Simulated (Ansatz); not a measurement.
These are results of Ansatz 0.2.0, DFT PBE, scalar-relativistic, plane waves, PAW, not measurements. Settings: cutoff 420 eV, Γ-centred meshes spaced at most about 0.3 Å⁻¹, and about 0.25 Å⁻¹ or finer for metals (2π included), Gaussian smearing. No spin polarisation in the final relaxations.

These are static total energies at zero pressure. All come from trial cells, and lower structures may exist.

**Question.** These unrelaxed guesses for Mg3SnN2 are each relaxed within their symmetry. Order them by the energy at which they end, lowest first.
A.

```cif
data_structure
_symmetry_space_group_name_H-M 'P6/mmm'
_symmetry_Int_Tables_number 191
_cell_length_a 4.4928
_cell_length_b 4.4928
_cell_length_c 6.3769
_cell_angle_alpha 90.000
_cell_angle_beta 90.000
_cell_angle_gamma 120.000
_cell_volume 111.47
loop_
_atom_site_label
_atom_site_type_symbol
_atom_site_symmetry_multiplicity
_atom_site_Wyckoff_symbol
_atom_site_fract_x
_atom_site_fract_y
_atom_site_fract_z
_atom_site_occupancy
Mg1 Mg 3 g 0.50000 0.00000 0.50000 1
Sn1 Sn 1 b 0.00000 0.00000 0.50000 1
N1 N 2 e 0.00000 0.00000 0.21932 1
```

B.

```cif
data_structure
_symmetry_space_group_name_H-M 'R-3m:H'
_symmetry_Int_Tables_number 166
_cell_length_a 5.3413
_cell_length_b 5.3413
_cell_length_c 12.6156
_cell_angle_alpha 90.000
_cell_angle_beta 90.000
_cell_angle_gamma 120.000
_cell_volume 311.70
loop_
_atom_site_label
_atom_site_type_symbol
_atom_site_symmetry_multiplicity
_atom_site_Wyckoff_symbol
_atom_site_fract_x
_atom_site_fract_y
_atom_site_fract_z
_atom_site_occupancy
Mg1 Mg 9 d 0.83333 0.16667 0.16667 1
Sn1 Sn 3 a 0.00000 0.00000 0.00000 1
N1 N 6 c 0.33333 0.66667 0.29239 1
```

C.

```cif
data_structure
_symmetry_space_group_name_H-M 'P-4m2'
_symmetry_Int_Tables_number 115
_cell_length_a 3.4749
_cell_length_b 3.4749
_cell_length_c 7.6229
_cell_angle_alpha 90.000
_cell_angle_beta 90.000
_cell_angle_gamma 90.000
_cell_volume 92.05
loop_
_atom_site_label
_atom_site_type_symbol
_atom_site_symmetry_multiplicity
_atom_site_Wyckoff_symbol
_atom_site_fract_x
_atom_site_fract_y
_atom_site_fract_z
_atom_site_occupancy
Mg1 Mg 1 b 0.50000 0.50000 0.00000 1
Mg2 Mg 2 g 0.00000 0.50000 0.37740 1
Sn1 Sn 1 a 0.00000 0.00000 0.00000 1
N1 N 2 g 0.00000 0.50000 0.73723 1
```

D.

```cif
data_structure
_symmetry_space_group_name_H-M 'P6/mmm'
_symmetry_Int_Tables_number 191
_cell_length_a 5.7488
_cell_length_b 5.7488
_cell_length_c 3.2931
_cell_angle_alpha 90.000
_cell_angle_beta 90.000
_cell_angle_gamma 120.000
_cell_volume 94.25
loop_
_atom_site_label
_atom_site_type_symbol
_atom_site_symmetry_multiplicity
_atom_site_Wyckoff_symbol
_atom_site_fract_x
_atom_site_fract_y
_atom_site_fract_z
_atom_site_occupancy
Mg1 Mg 3 g 0.50000 0.00000 0.50000 1
Sn1 Sn 1 a 0.00000 0.00000 0.00000 1
N1 N 2 c 0.33333 0.66667 0.00000 1
```

**Answer.** D (ends in P6/mmm, 0 meV/atom), B (ends in R-3m, 0.51 eV/atom), A (ends in P6/mmm, 0.53 eV/atom), C (ends in P-4m2, 0.59 eV/atom).

No dispersion correction is applied, so the spacing and binding between layers, chains or molecules are poorly described (P6/mmm at 56.5 Å³/atom), and this can change margins and order among such cells. Cells relaxed within their symmetry can be saddle points. Some candidate types were left out of the draw beforehand, so a known form may be missing.
